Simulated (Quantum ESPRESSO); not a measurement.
ZrW2O6FN, one run as intended and one with a planted mistake

Computed values, not a measurement. The program is pw.x of Quantum ESPRESSO 7.5 (plane-wave density functional theory). The cell is made up: 11 atoms on a rutile lattice with one site empty, with randomly drawn elements, strain and displacements, not relaxed. PseudoDojo standard norm-conserving files (v0.5 for PBE, v0.4.1 for LDA and PBEsol) set the functional; there is no spin polarisation, spin-orbit coupling or dispersion term, and the masses in the input are unused placeholders.

Intended input:

```
&control calculation='scf', pseudo_dir='./dojo.nc.sr.pbe.v0_5.standard.upf', outdir='./o', disk_io='low', tprnfor=.true., tstress=.true. /
&system ibrav=0, nat=11, ntyp=5, nbnd=50, ecutwfc=84.00895049, nosym=.true., tot_charge=0,
 occupations='smearing', smearing='fd', degauss=0.0018374661
/
&electrons conv_thr=7.350e-09, electron_maxstep=60, /
ATOMIC_SPECIES
F 1.0 F.upf
N 1.0 N.upf
O 1.0 O.upf
W 1.0 W.upf
Zr 1.0 Zr.upf
CELL_PARAMETERS angstrom
4.8019 -0.0052 -0.0319
-0.0052 4.7016 0.0573
-0.042 0.0755 6.2287
ATOMIC_POSITIONS angstrom
Zr -0.1114 -0.0297 -0.1177
W 2.3919 2.2708 1.6015
W -0.1054 -0.0215 3.129
O 1.3843 1.4357 0.0085
F 3.2481 3.2419 0.0563
O 3.7515 0.9139 1.5026
N 0.881 3.728 1.6868
O 1.4115 1.5176 3.1521
O 3.1392 3.3048 2.9806
O 3.7909 1.121 4.6619
O 0.8456 3.7004 4.8482
K_POINTS automatic
5 5 4 1 1 1
```

The log is shortened where brackets say so; the opening notice, blank lines, dates and the lines on written files are dropped, and the path of the files is cut. It prints rydbergs, bohrs and kilobars, and counts compression as positive stress. Where no state is partly filled, the Fermi energy that it prints is only some level between the filled and the empty states on the mesh, and need not lie in the true gap.

Log of the intended run:

```
     Program PWSCF v.7.5
     Parallel version (MPI & OpenMP), running on       4 processor cores
     Number of MPI processes:                 4
     Threads/MPI process:                     1
     [start-up lines left out]
     bravais-lattice index     =            0
     lattice parameter (alat)  =       9.0745  a.u.
     unit-cell volume          =     948.7870 (a.u.)^3
     number of atoms/cell      =           11
     number of atomic types    =            5
     number of electrons       =        88.00
     number of Kohn-Sham states=           50
     kinetic-energy cutoff     =      84.0090  Ry
     charge density cutoff     =     336.0358  Ry
     scf convergence threshold =      7.3E-09
     mixing beta               =       0.7000
     number of iterations used =            8  plain     mixing
     Exchange-correlation= PBE
                           (   1   4   3   4   0   0   0)
     [axes and pseudopotential details left out]
   Cartesian axes
     site n.     atom                  positions (alat units)
         1        Zr     tau(   1) = (  -0.0231986  -0.0061849  -0.0245106  )
         2        W      tau(   2) = (   0.4981040   0.4728854   0.3335063  )
         3        W      tau(   3) = (  -0.0219491  -0.0044773   0.6516023  )
         4        O      tau(   4) = (   0.2882752   0.2989790   0.0017701  )
         5        F      tau(   5) = (   0.6764044   0.6751133   0.0117243  )
         6        O      tau(   6) = (   0.7812356   0.1903162   0.3129107  )
         7        N      tau(   7) = (   0.1834649   0.7763418   0.3512697  )
         8        O      tau(   8) = (   0.2939395   0.3160344   0.6564128  )
         9        O      tau(   9) = (   0.6537264   0.6882120   0.6206986  )
        10        O      tau(  10) = (   0.7894405   0.2334440   0.9708229  )
        11        O      tau(  11) = (   0.1760930   0.7705942   1.0096191  )
     number of k points=    50  Fermi-Dirac smearing, width (Ry)=  0.0018
                       cart. coord. in units 2pi/alat
        k(    1) = (   0.1007483   0.1010792   0.0958227), wk =   0.0400000
        k(    2) = (   0.1020264   0.0987312   0.2885970), wk =   0.0400000
     [further k points left out]
     Dense  grid:    98665 G-vectors     FFT dimensions: (  54,  54,  72)
     Estimated max dynamical RAM per process >     289.24 MB
     Estimated total dynamical RAM >       1.06 GB
     Initial potential from superposition of free atoms
     starting charge      87.9966, renormalised to      88.0000
     Starting wfcs are   62 randomized atomic wfcs
     total cpu time spent up to now is        5.2 secs
     per-process dynamical memory:   223.0 Mb
     Self-consistent Calculation
     iteration #  1     ecut=    84.01 Ry     beta= 0.70
     Davidson diagonalization with overlap
     ethr =  1.00E-02,  avg # of iterations =  2.0
     total cpu time spent up to now is       14.8 secs
     total energy              =    -669.75252446 Ry
     estimated scf accuracy    <       6.35220151 Ry
     iteration #  2     ecut=    84.01 Ry     beta= 0.70
     Davidson diagonalization with overlap
     ethr =  7.22E-03,  avg # of iterations =  6.3
     total cpu time spent up to now is       29.1 secs
     total energy              =    -665.13340969 Ry
     estimated scf accuracy    <      65.94594388 Ry
     [iterations 3 to 20 left out]
     iteration # 21     ecut=    84.01 Ry     beta= 0.70
     Davidson diagonalization with overlap
     ethr =  6.94E-11,  avg # of iterations =  2.0
     total cpu time spent up to now is      238.8 secs
     total energy              =    -673.47678618 Ry
     estimated scf accuracy    <          9.9E-09 Ry
     iteration # 22     ecut=    84.01 Ry     beta= 0.70
     Davidson diagonalization with overlap
     ethr =  1.12E-11,  avg # of iterations =  5.0
     total cpu time spent up to now is      250.5 secs
     End of self-consistent calculation
     [lines on levels left out]
     the Fermi energy is     8.6530 ev
!    total energy              =    -673.47678618 Ry
     estimated scf accuracy    <          3.2E-10 Ry
     smearing contrib. (-TS)   =      -0.00000000 Ry
     internal energy E=F+TS    =    -673.47678618 Ry
     The total energy is F=E-TS. E is the sum of the following terms:
     one-electron contribution =    -222.36873933 Ry
     hartree contribution      =     151.78176155 Ry
     xc contribution           =    -152.55253664 Ry
     ewald contribution        =    -450.33727176 Ry
     convergence has been achieved in  22 iterations
     Forces acting on atoms (cartesian axes, Ry/au):
     atom    1 type  5   force =     0.09025095    0.06778319   -0.03331666
     atom    2 type  4   force =    -0.25104670   -0.03020522    0.04429189
     atom    3 type  4   force =     0.09834243   -0.04887893    0.04685219
     atom    4 type  3   force =     0.05927074    0.02881887    0.14982326
     atom    5 type  1   force =    -0.02652087   -0.02621251    0.02342246
     atom    6 type  3   force =    -0.00261735    0.01775879    0.08315018
     atom    7 type  2   force =    -0.01488829    0.02424554    0.11209966
     atom    8 type  3   force =    -0.02987880   -0.07600651   -0.12402938
     atom    9 type  3   force =     0.10143682    0.06342171   -0.03293235
     atom   10 type  3   force =     0.05442310   -0.09387051   -0.11143298
     atom   11 type  3   force =    -0.07877204    0.07314557   -0.15792828
     Total force =     0.491409     Total SCF correction =     0.000036
     Computing stress (Cartesian axis) and pressure
          total   stress  (Ry/bohr**3)                   (kbar)     P=     -106.77
  -0.00054463  -0.00001305  -0.00008018          -80.12       -1.92      -11.80
  -0.00001305  -0.00043239  -0.00039191           -1.92      -63.61      -57.65
  -0.00008018  -0.00039191  -0.00120038          -11.80      -57.65     -176.58
     init_run     :      4.46s CPU      4.66s WALL (       1 calls)
     electrons    :    240.63s CPU    245.32s WALL (       1 calls)
     forces       :      2.15s CPU      2.18s WALL (       1 calls)
     stress       :      6.68s CPU      7.06s WALL (       1 calls)
     [timing details left out]
     PWSCF        :   4m14.51s CPU   4m19.91s WALL
     JOB DONE.
```

A second run has one planted mistake: two atoms have their elements exchanged. The input lines that differ, file-writing options aside:

```
- O 1.3843 1.4357 0.0085
+ F 1.3843 1.4357 0.0085
- F 3.2481 3.2419 0.0563
+ O 3.2481 3.2419 0.0563
```

Its log:

```
     Program PWSCF v.7.5
     Parallel version (MPI & OpenMP), running on       4 processor cores
     Number of MPI processes:                 4
     Threads/MPI process:                     1
     [start-up lines left out]
     bravais-lattice index     =            0
     lattice parameter (alat)  =       9.0745  a.u.
     unit-cell volume          =     948.7870 (a.u.)^3
     number of atoms/cell      =           11
     number of atomic types    =            5
     number of electrons       =        88.00
     number of Kohn-Sham states=           50
     kinetic-energy cutoff     =      84.0090  Ry
     charge density cutoff     =     336.0358  Ry
     scf convergence threshold =      7.3E-09
     mixing beta               =       0.7000
     number of iterations used =            8  plain     mixing
     Exchange-correlation= PBE
                           (   1   4   3   4   0   0   0)
     [axes and pseudopotential details left out]
   Cartesian axes
     site n.     atom                  positions (alat units)
         1        Zr     tau(   1) = (  -0.0231986  -0.0061849  -0.0245106  )
         2        W      tau(   2) = (   0.4981040   0.4728854   0.3335063  )
         3        W      tau(   3) = (  -0.0219491  -0.0044773   0.6516023  )
         4        F      tau(   4) = (   0.2882752   0.2989790   0.0017701  )
         5        O      tau(   5) = (   0.6764044   0.6751133   0.0117243  )
         6        O      tau(   6) = (   0.7812356   0.1903162   0.3129107  )
         7        N      tau(   7) = (   0.1834649   0.7763418   0.3512697  )
         8        O      tau(   8) = (   0.2939395   0.3160344   0.6564128  )
         9        O      tau(   9) = (   0.6537264   0.6882120   0.6206986  )
        10        O      tau(  10) = (   0.7894405   0.2334440   0.9708229  )
        11        O      tau(  11) = (   0.1760930   0.7705942   1.0096191  )
     number of k points=    50  Fermi-Dirac smearing, width (Ry)=  0.0018
                       cart. coord. in units 2pi/alat
        k(    1) = (   0.1007483   0.1010792   0.0958227), wk =   0.0400000
        k(    2) = (   0.1020264   0.0987312   0.2885970), wk =   0.0400000
     [further k points left out]
     Dense  grid:    98665 G-vectors     FFT dimensions: (  54,  54,  72)
     Estimated max dynamical RAM per process >     289.24 MB
     Estimated total dynamical RAM >       1.06 GB
     Initial potential from superposition of free atoms
     starting charge      87.9966, renormalised to      88.0000
     Starting wfcs are   62 randomized atomic wfcs
     total cpu time spent up to now is        5.3 secs
     per-process dynamical memory:   223.0 Mb
     Self-consistent Calculation
     iteration #  1     ecut=    84.01 Ry     beta= 0.70
     Davidson diagonalization with overlap
     ethr =  1.00E-02,  avg # of iterations =  2.0
     total cpu time spent up to now is       13.6 secs
     total energy              =    -669.83075533 Ry
     estimated scf accuracy    <       6.28902245 Ry
     iteration #  2     ecut=    84.01 Ry     beta= 0.70
     Davidson diagonalization with overlap
     ethr =  7.15E-03,  avg # of iterations =  6.2
     total cpu time spent up to now is       25.8 secs
     total energy              =    -665.40759382 Ry
     estimated scf accuracy    <      62.51856871 Ry
     [iterations 3 to 19 left out]
     iteration # 20     ecut=    84.01 Ry     beta= 0.70
     Davidson diagonalization with overlap
     ethr =  1.47E-10,  avg # of iterations =  1.3
     total cpu time spent up to now is      183.3 secs
     total energy              =    -673.50254955 Ry
     estimated scf accuracy    <       0.00000001 Ry
     iteration # 21     ecut=    84.01 Ry     beta= 0.70
     Davidson diagonalization with overlap
     ethr =  1.55E-11,  avg # of iterations =  4.4
     total cpu time spent up to now is      192.8 secs
     End of self-consistent calculation
     [lines on levels left out]
     the Fermi energy is     8.5796 ev
!    total energy              =    -673.50254955 Ry
     estimated scf accuracy    <          2.4E-09 Ry
     smearing contrib. (-TS)   =      -0.00000000 Ry
     internal energy E=F+TS    =    -673.50254955 Ry
     The total energy is F=E-TS. E is the sum of the following terms:
     one-electron contribution =    -221.85672580 Ry
     hartree contribution      =     151.56299876 Ry
     xc contribution           =    -152.56340679 Ry
     ewald contribution        =    -450.64541573 Ry
     convergence has been achieved in  21 iterations
     Forces acting on atoms (cartesian axes, Ry/au):
     atom    1 type  5   force =    -0.01830975   -0.03951833   -0.03091181
     atom    2 type  4   force =    -0.04622231    0.17591148    0.03535769
     atom    3 type  4   force =     0.10435677   -0.04075064    0.04960718
     atom    4 type  1   force =     0.02574619    0.00869683    0.04817459
     atom    5 type  3   force =    -0.05204680   -0.05857372    0.12875792
     atom    6 type  3   force =    -0.00877824    0.01013262    0.08498677
     atom    7 type  2   force =    -0.02242383    0.01498304    0.11178442
     atom    8 type  3   force =    -0.05304468   -0.08926105   -0.10814441
     atom    9 type  3   force =     0.08715092    0.03499872   -0.04719731
     atom   10 type  3   force =     0.05755340   -0.09179787   -0.11184314
     atom   11 type  3   force =    -0.07398168    0.07517892   -0.16057191
     Total force =     0.439636     Total SCF correction =     0.000126
     Computing stress (Cartesian axis) and pressure
          total   stress  (Ry/bohr**3)                   (kbar)     P=     -109.18
  -0.00048009  -0.00005459   0.00030266          -70.62       -8.03       44.52
  -0.00005459  -0.00054940   0.00000411           -8.03      -80.82        0.60
   0.00030266   0.00000411  -0.00119707           44.52        0.60     -176.10
     init_run     :      4.60s CPU      4.80s WALL (       1 calls)
     electrons    :    186.60s CPU    187.49s WALL (       1 calls)
     forces       :      1.75s CPU      1.78s WALL (       1 calls)
     stress       :      5.86s CPU      6.04s WALL (       1 calls)
     [timing details left out]
     PWSCF        :   3m19.40s CPU   3m20.78s WALL
     JOB DONE.
```

|  | intended run | run with the mistake |
| --- | --- | --- |
| free energy (eV) | -9163.118 | -9163.469 |
| smearing term -TS (eV) | 0.0000 | 0.0000 |
| pressure (GPa) | -10.68 | -10.92 |
| largest force component (eV/Å) | 6.455 | 4.523 |
| largest change of a force component (eV/Å) |  | 5.299 |
| iterations | 22 | 21 |

For scale, a rerun of the intended cell at a cutoff of 1467 eV and k mesh 7 x 7 x 6 moved values by no more than 0.007 eV in energy, 0.02 GPa in stress and 0.003 eV/Å in force.